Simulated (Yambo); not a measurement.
Material: SiC (zinc blende, space group F-43m, No. 216) under isotropic strain of -0.7 % on all lattice vectors; a = 3.059 Å, b = 3.059 Å, c = 3.059 Å, α = 60.00°, β = 60.00°, γ = 60.00° (2 atoms in the cell). The PBEsol cell relaxed from Materials Project entry mp-8062 was given an isotropic strain of -0.7 % on all lattice vectors, and the atoms were relaxed again.

With PBEsol (pw.x of Quantum ESPRESSO, ONCV potentials, without SOC), the gap between the mesh's edge points (Γ → X) is 1.221 eV.

### Question
Estimate the G0W0 gap between the same points from Yambo (6×6×6 Γ-centred k mesh, 76 bands and a 14 Ry block in the screening, 76 bands in G with the Bruneval-Gonze terminator, plasmon pole fitted at 27.2 eV).

### Answer
The correction is 0.930 eV, giving 2.150 eV, 1.8 times the PBEsol value.  Convergence of the G0W0 settings was not tested.
